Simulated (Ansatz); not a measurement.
LaAs (rock salt, space group No. 225), the program Ansatz at the PBE level (PAW), all energies at zero smearing, with the estimated change up to a 700 eV cutoff added, with one set of potentials and settings (totals compare only within such a set). Cell of 2 atoms (1 La, 1 As): -11109.365 eV.

| element | reference phase | E (eV/atom) |
|---|---|---|
| La | P6_3/mmc, 4 atoms in the cell | -6250.0953 |
| As | R-3m, 2 atoms in the cell | -4856.1377 |

Formation energy per atom, worked out: (-11109.365 − 1×(-6250.0953) − 1×(-4856.1377))/2 = -1.566 eV/atom (-151 kJ per mol of atoms), at 0 K, without zero-point energy or fitted corrections.

Space group Fm-3m (rock salt). The workflow started from a Materials Project entry (that database holds measured and hypothetical structures alike); the Crystallography Open Database files this formula in space group No. 225, but the cells were not matched. Whether it is the stable phase at ambient conditions was not checked. The cell was relaxed with PBE under the symmetry of its start; of distortions, only those at the zone centre were tested. The references are the lowest solids computed at this level, not always the standard phases. Spin–orbit coupling is left out wherever it is not named.

Potentials: the later of the program's two PAW sets.
